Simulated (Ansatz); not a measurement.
Relaxed SrO (rock salt):

```
CELL_PARAMETERS angstrom
      0.00000     5.19500     5.19500
      2.59750     0.00000     2.59750
      2.59750     2.59750     0.00000
ATOMIC_POSITIONS crystal
  O  0.00000 0.00000 0.00000
  O  0.50000 0.00000 0.00000
  Sr 0.25000 0.50000 0.50000
  Sr 0.75000 0.50000 0.50000
```

The atoms are displaced by Q × the pattern below (from a DFPT mode at L = (0.5, 0.0, 0.0), largest move 1; Q in Å), at fixed cell. It is one choice among 2 degenerate patterns. (q is in reciprocal vectors of the primitive cell; the cell shown is doubled to hold the pattern.)

```
atom       x       y       z
----  ------  ------  ------
Sr3   -0.285   0.520  -0.805
Sr4    0.285  -0.520   0.805
```

Atoms not listed stay in place.

Computed with PBE (plane waves to 420 eV, PAW, scalar-relativistic; Ansatz, a program for electronic structure). k mesh 11×11×11 (Γ-centred), Fermi-Dirac smearing 0.05 eV. E stands for the smeared free energy. SrO was relaxed with its symmetry unable to fall. ΔE is measured from the undisplaced structure.

| Q (Å) | ΔE (meV/cell) |
|---|---|
| -0.100 | 31.4 |
| -0.067 | 13.9 |
| -0.033 | 3.5 |
| 0.000 | 0.0 |
| 0.033 | 3.5 |
| 0.067 | 13.9 |
| 0.100 | 31.4 |

Problem. Which DFPT wavenumber at L = (0.5, 0.0, 0.0) belongs to this mode?
A. 223 cm⁻¹
B. 99 cm⁻¹
C. 257 cm⁻¹
D. 412 cm⁻¹

Solution. B, 99 cm⁻¹. The curvature of the scan gives 99 cm⁻¹

(For displaced atoms, the force is minus the slope of the energy, and its curvature is a force constant, which sets phonon frequencies.)
